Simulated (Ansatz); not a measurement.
The start is a generated cell, Zr placed in the dhcp structure type. The structure is fully relaxed (lattice and positions, P = 0) with r2SCAN (plane waves to 500 eV, PAW, scalar-relativistic; Ansatz, a quantum-chemistry and plane-wave program). The first steps use a coarse 12×12×3 k-mesh.

Starting cell:
```
CELL_PARAMETERS angstrom
      3.21942     0.00000     0.00000
     -1.60971     2.78810     0.00000
      0.00000     0.00000    10.35851
ATOMIC_POSITIONS crystal
  Zr 0.00000 0.00000 0.00000
  Zr 0.00000 0.00000 0.50000
  Zr 0.33333 0.66667 0.25000
  Zr 0.66667 0.33333 0.75000
```

**Question.** How does the volume per atom move from start to end?

**Answer.** +1.5 %, from 23.24 to 23.59 Å³/atom.

**Question.** How do the shortest distances between atoms change?

**Answer.** The closest pairs of elements (up to four, under 3.6 Å), start → end: Zr–Zr 3.19 → 3.20 Å.

**Question.** Is the relaxed structure metallic? Give its gap.

**Answer.** Zero (metallic).

**Question.** What does it relax into? Give the structure.

**Answer.** 
```cif
data_Zr4
_chemical_formula_sum 'Zr4'
_space_group_name_H-M_alt 'P63/mmc'
_space_group_IT_number 194
_space_group_name_Hall '-P 6c 2c'
_cell_length_a 3.24227
_cell_length_b 3.24227
_cell_length_c 10.36554
_cell_angle_alpha 90.000
_cell_angle_beta 90.000
_cell_angle_gamma 120.000
loop_
_atom_site_label
_atom_site_type_symbol
_atom_site_symmetry_multiplicity
_atom_site_Wyckoff_symbol
_atom_site_fract_x
_atom_site_fract_y
_atom_site_fract_z
_atom_site_occupancy
Zr1 Zr 2 a 0.00000 0.00000 0.00000 1
Zr2 Zr 2 c 0.33333 0.66667 0.25000 1
```

The space group stays P6₃/mmc (No. 194) (the run could not lower it); the end is AFLOW prototype A_hP4_194_ac (A3', as in La), with 4 atoms in the primitive cell. Final values are on a 16×16×5 k-mesh of the relaxed cell. No spin polarisation in the result.

The run could not lose the symmetry of its start; a randomly shaken copy of 8 atoms returns to this structure.

All atoms sit on sites fixed by symmetry, so only the cell could relax.

The relaxed structure here is a generated cell of Zr: the first start was made by placing the elements on the sites of a structure type, and the end was not matched to a known phase here, so it may be hypothetical. A known form of Zr has the same space group but another cell.
